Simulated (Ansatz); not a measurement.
Here is the system:

CaGeO3:
```cif
data_Ca4Ge4O12
_chemical_formula_sum 'Ca4 Ge4 O12'
_space_group_name_H-M_alt 'Pnma'
_space_group_IT_number 62
_space_group_name_Hall '-P 2ac 2n'
_cell_length_a 5.30459
_cell_length_b 7.45363
_cell_length_c 5.25974
_cell_angle_alpha 90.000
_cell_angle_beta 90.000
_cell_angle_gamma 90.000
loop_
_space_group_symop_operation_xyz
  'x, y, z'
  '-x, -y, -z'
  '-x+1/2, -y, z+1/2'
  'x+1/2, y, -z+1/2'
  'x+1/2, -y+1/2, -z+1/2'
  '-x+1/2, y+1/2, z+1/2'
  '-x, y+1/2, -z'
  'x, -y+1/2, z'
loop_
_atom_site_label
_atom_site_type_symbol
_atom_site_symmetry_multiplicity
_atom_site_Wyckoff_symbol
_atom_site_fract_x
_atom_site_fract_y
_atom_site_fract_z
_atom_site_occupancy
Ca1 Ca 4 c 0.04083 0.25000 0.99126 1
Ge1 Ge 4 b 0.00000 0.00000 0.50000 1
O1 O 8 d 0.21169 0.53842 0.21044 1
O2 O 4 c 0.48491 0.25000 0.07375 1
```

This is the PBEsol-relaxed structure.

All from PBEsol (plane waves, PAW; program Ansatz), unless another level is named. Predict the vibrational entropy at 300 K.

18.0 J/(K·mol of atoms).

And the highest zone-centre frequency (without LO–TO term)?

751 cm⁻¹.

What about the Hill bulk and shear moduli?

184 and 107 GPa.

The workflow started from a Materials Project entry (that database holds measured and hypothetical structures alike); the Crystallography Open Database files this formula in space group No. 62, but the cells were not matched. Whether it is the stable phase at ambient conditions was not checked. The cell was relaxed with PBEsol under the symmetry of its start; its stability against distortions is not shown here.

Potentials: the later of the program's two PAW sets.
